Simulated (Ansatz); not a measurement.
Pb2SeS in space group R-3m (No. 166; Pb on 6c, Se on 3a, S on 3b) at seven volumes, plane-wave PAW PBEsol (Ansatz code), shape and atoms relaxed at each. One row is withheld.

```
V (Å³/atom)  P (GPa)
-----------  -------
24.593          6.45
25.404          3.91
26.215             ?
27.026          0.00
27.837         -1.57
28.647         -2.91
29.458         -4.05
```

**Question.** Fit the shown pressures and predict the withheld one.

**Answer.** P = (3/2)B₀(x^(7/2) − x^(5/2))[1 + (3/4)(B′ − 4)(x − 1)] with x = (V₀/V)^(2/3). Least squares on the six rows gives V₀ = 27.018 Å³/atom, B₀ = 56.1 GPa, B′ = 4.21. At V = 26.215, x = 1.0203 and P = 1.80 GPa. The run itself gave 1.85 GPa.

The workflow started from a Materials Project entry (that database holds measured and hypothetical structures alike); the Crystallography Open Database copy checked does not list it. Its standing as an ambient phase is unchecked. The PBEsol relaxation kept the symmetry of its start; its stability against distortions is not shown here. Scalar-relativistic: spin–orbit coupling is off unless named, which matters more the heavier the elements.

Potentials: the later of the program's two PAW sets.
